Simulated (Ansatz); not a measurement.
**HfSc$_{2}$S$_{4}$ in Ansatz, relaxation**

Launch command:

```bash
ansatz run input.yaml --threads 2 --pin off --max-ram 2560MiB --backend cpu --events-out ev --progress --plain --runs-dir out
```

The input file (Ansatz 0.2.0, plane waves):

```yaml
crystal:
  lattice:
    - [0.0, 5.374088, 5.374088]
    - [5.374088, 0.0, 5.374088]
    - [5.374088, 5.374088, 0.0]
  atoms:
    - { symbol: S, position: [0.383, 0.383, 0.383] }
    - { symbol: S, position: [0.399, 0.867, 0.867] }
    - { symbol: S, position: [0.383, 0.383, 0.851] }
    - { symbol: S, position: [0.867, 0.399, 0.867] }
    - { symbol: S, position: [0.851, 0.383, 0.383] }
    - { symbol: S, position: [0.867, 0.867, 0.867] }
    - { symbol: S, position: [0.383, 0.851, 0.383] }
    - { symbol: S, position: [0.867, 0.867, 0.399] }
    - { symbol: Hf, position: [0.0, 0.0, 0.0] }
    - { symbol: Hf, position: [0.25, 0.25, 0.25] }
    - { symbol: Sc, position: [0.625, 0.625, 0.625] }
    - { symbol: Sc, position: [0.125, 0.625, 0.625] }
    - { symbol: Sc, position: [0.625, 0.625, 0.125] }
    - { symbol: Sc, position: [0.625, 0.125, 0.625] }
  symmetry: { tolerance: 0.0003 }
kpoints:
  mp_grid: { grid: [6, 6, 6], shift: [0, 0, 0] }
magnetization:
  spin_polarized: false
scf:
  occupations: { method: fermi_dirac }
  lower_state_search: "off"
hamiltonian:
  pseudopotentials: { kind: paw }
  xc: pbesol
basis:
  ecutwfc: 420
  fft_grid_basis: typed
relax:
  max_steps: 60
  cell: { p_target: 0.0 }
output:
  forces: true
  stress: true
  eigenvalues: true
  bader: true
  populations: true
  elf: true
  write_potential: true
  volumetric_format: npy
  dos:
    e_range: [-12, 8]
    de: 0.05
    projected: { site_lists: { Hf: [Hf], S: [S], Sc: [Sc] } }
  write_density: true
checkpoint:
  read: saved_state
```

Origin of the cell: a known structure type with other elements, at an estimated volume, so it need not be a known compound.

The smearing width isn't typed, so it takes its default of 0.1 eV.

The saved state is a converged single point of the same cell.

Steps («new basis» is an SCF on plane waves selected anew at the same cell):

```tsv
step	ΔF (meV/atom)	max force component (eV/Å)	P (GPa)	volume (Å³)	SCF iterations	step was
1	0.0	0.373	-4.04	310.42	7	accepted
2	-15.3	0.264	2.18	290.40	8	accepted
3	-20.6	0.038	-0.22	296.93	8	accepted
4	-20.7	0.002	-0.02	296.36	6	accepted
5	-20.7	0.002	-0.02	296.36	7	new basis
```

The starting structure.

Space group Fd-3m (No. 227); the run's cell has a = 7.600 Å, b = 7.600 Å, c = 7.600 Å, α = 60.00°, β = 60.00°, γ = 60.00°. Shortest distances: Hf–S 2.48 Å, S–Sc 2.60 Å, S–S 3.56 Å.

After:

Space group Fd-3m (No. 227); the run's cell has a = 7.484 Å, b = 7.484 Å, c = 7.484 Å, α = 60.00°, β = 60.00°, γ = 60.00°. Shortest distances: Hf–S 2.40 Å, S–Sc 2.58 Å, S–S 3.56 Å.

```xyz
14
Lattice="0.0000 5.2917 5.2917 5.2917 0.0000 5.2917 5.2917 5.2917 0.0000" Properties=species:S:1:pos:R:3 pbc="T T T"
S     4.0323    4.0323    4.0323
S     9.1970    6.6782    6.6782
S     6.5512    6.5512    4.0323
S     6.6782    9.1970    6.6782
S     4.0323    6.5512    6.5512
S     9.1970    9.1970    9.1970
S     6.5512    4.0323    6.5512
S     6.6782    6.6782    9.1970
Hf    0.0000    0.0000    0.0000
Hf    2.6459    2.6459    2.6459
Sc    6.6147    6.6147    6.6147
Sc    6.6147    3.9688    3.9688
Sc    3.9688    3.9688    6.6147
Sc    3.9688    6.6147    3.9688
```

```yaml
Free_energy_lowered_by: 20.7 meV/atom
Volume_change: -4.53 %
Final_pressure: -0.02 GPa
Relaxation_steps_listed: 5
Formation_energy_elements_under_the_same_functional_gases_as_molecules_uncorrected: -1.618 eV/atom
```

Caveats: no moments, though an odd count or open d shells may carry them; no spin-orbit coupling, though heavy elements are present; the relaxation held the start's symmetry, so the end may be a saddle point.

It ran for 2.9 min on 2 threads of Arm Neoverse V1, on a shared host, peak memory 0.93 GiB, from a saved density.
